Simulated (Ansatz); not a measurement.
## TaRu (P4/mmm): from strained cells to moduli

```
CELL_PARAMETERS angstrom
3.04373 0.00000 0.00000
0.00000 3.04373 0.00000
0.00000 0.00000 3.39306
ATOMIC_POSITIONS crystal
Ta 0.50000 0.50000 0.50000
Ru 0.00000 0.00000 0.00000
```

Conventional cell: a = 3.044 Å, b = 3.044 Å, c = 3.393 Å, α = 90.00°, β = 90.00°, γ = 90.00°. Around Ta (atom 1) lie 8 Ru at 2.74 Å and 4 Ta at 3.04 Å. Ru (atom 2) is surrounded by 8 Ta at 2.74 Å and 4 Ru at 3.04 Å.

Unless marked otherwise, the numbers come from r²SCAN, PAW on Ansatz 0.2.0's default frozen-core files (fitted under PBE), scalar-relativistic. k mesh 14×14×14, strains of ±0.005, Fermi-Dirac smearing of 0.050 eV, cutoff 500 eV. The cell was relaxed by PAW under this functional.

The cell is tetragonal and carries a residual pressure of 0.00 GPa at this level. Each strain component that symmetry leaves independent is applied at ±0.005, the ions relax wherever a strain frees them, and the stress (tension positive, GPa) is read. Shears are engineering strains, γ = 2ε.

```
strain    size      σxx      σyy      σzz      σyz     σxz      σxy
    xx  -0.005  -2.2063  -0.9271  -0.9968   0.0000  0.0000   0.0000
    xx  +0.005   2.1196   0.8965   0.9828   0.0000  0.0000   0.0000
    zz  -0.005  -1.0132  -1.0132  -2.0551   0.0000  0.0000   0.0000
    zz  +0.005   0.9661   0.9661   2.0272   0.0000  0.0000   0.0000
    yz  -0.005   0.0016  -0.0067  -0.0099  -0.3659  0.0000   0.0000
    yz  +0.005   0.0016  -0.0067  -0.0099   0.3659  0.0000   0.0000
    xy  -0.005  -0.0048  -0.0048  -0.0048   0.0000  0.0000  -0.3540
    xy  +0.005  -0.0048  -0.0048  -0.0048   0.0000  0.0000   0.3540
```

A central difference gives one constant, for example C11 ≈ (2.1196 − (-2.2063))/(0.01) = 432.6 GPa; the program then imposes the crystal's symmetry on the whole matrix.

Q: What are the independent elastic constants?

A: C11 = 432.6, C12 = 182.4, C13 = 197.9, C33 = 408.2, C44 = 73.2, C66 = 70.8 GPa.

Q: Is the crystal stable against homogeneous strain?

A: The least eigenvalue of the 6×6 matrix is 70.8 GPa, so yes.

Q: What moduli does a random aggregate of grains have?

A: Voigt and Reuss bounds: B from 270.0 to 270.0 and G from 85.0 to 89.8 GPa; their means are B = 270.0 and G = 87.4 GPa. Then E = 9BG/(3B + G) = 236.6 GPa, ν = (3B − 2G)/(6B + 2G) = 0.354 and B/G = 3.09, on the ductile side of Pugh's 1.75 (a rule of thumb).

Q: With the density of 14.898 g/cm³, how fast does sound travel, and what Debye temperature follows?

A: 

```
direction  slow (m/s)  middle (m/s)  fast (m/s)
        x        2180          2216        5389
        y        2180          2216        5389
        z        2216          2216        5235
```

The mean of v⁻³ over directions and branches gives v_m = 2712 m/s and θ_D = (ħ/k_B) v_m (6π²n)^(1/3) = 322 K, n being atoms per volume. Young's modulus spans 199 to 314 GPa over directions, and the universal anisotropy index is 0.28.

Q: What happens at 30 GPa (cell relaxed there)?

A: The volume falls to 0.9125 of its value, and C11 = 588.0, C12 = 290.6, C13 = 300.0, C33 = 550.8, C44 = 111.4, C66 = 102.0 GPa (slopes of the stress), in this structure whether or not another phase takes over.

Known limits: frozen-core PAW files fitted under PBE, their cores solved anew for the functional of the run; responses of metals move with mesh and smearing; no spin-orbit coupling on heavy atoms; the softest shear constant rests on one k mesh, and a soft shear can herald a distortion on cooling; elastic stability says nothing of phonons or of other phases.
